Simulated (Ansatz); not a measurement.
**YGa₂Ni: reading a single point**

```yaml
crystal:
  lattice:
    - [4.12537, 0.00000, 0.00000]
    - [2.06269, -5.01815, 0.00000]
    - [0.00000, 0.00000, -6.61098]
  atoms:
    - { symbol: Ga, position: [0.35600, 0.28800, 0.94400] }
    - { symbol: Ga, position: [0.64400, 0.71200, 0.44400] }
    - { symbol: Ga, position: [0.64400, 0.71200, 0.05600] }
    - { symbol: Ga, position: [0.35600, 0.28800, 0.55600] }
    - { symbol: Ni, position: [0.79100, 0.41800, 0.75000] }
    - { symbol: Ni, position: [0.20900, 0.58200, 0.25000] }
    - { symbol: Y, position: [0.07200, 0.85600, 0.75000] }
    - { symbol: Y, position: [0.92800, 0.14400, 0.25000] }
```

Single point in Ansatz 0.2.0 with r2SCAN, no spin polarisation. Cutoff 500 eV, PAW datasets, 9×9×5 Γ-centred k mesh, fermi-dirac filling (width 0.1 eV).

Contacts: Ga–Ni at 2.50 Å: least valence density 0.34 e/Å³ and ELF 0.39 there. Ga–Ga at 2.57 Å: least valence density 0.32 e/Å³ and ELF 0.45 there. Ni–Y at 2.82 Å: least valence density 0.22 e/Å³ and ELF 0.19 there. Both are smooth PAW fields, read partly inside the augmentation spheres.
Electronic structure: It is a metal, with about 3.2 states/eV a cell as the mean within 0.25 eV of the Fermi level, mostly Y d (38 %), Ga p (33 %) and Ni d (20 %).
Charges: Bader charges in e: Y +1.63, Ga -0.39, Ni -0.86. In the mean Y gives up most and Ni takes most.
Forces: The largest is on Ga1 (and as large on other atoms): 0.13 eV/Å, components (0.00, -0.10, -0.08). It makes 14° with the line to a nearest neighbour, Ni6 at 2.50 Å, pointing towards it.
Stress: The pressure is -0.5 GPa (compression positive), so with the atoms held at these fractions the cell is close to zero pressure. The principal stresses -0.9, -0.8, 0.3 GPa differ, so its shape would change too.

Origin: a database entry at a rescaled volume. Caveats: no spin polarisation, so a magnetic state may lie lower.
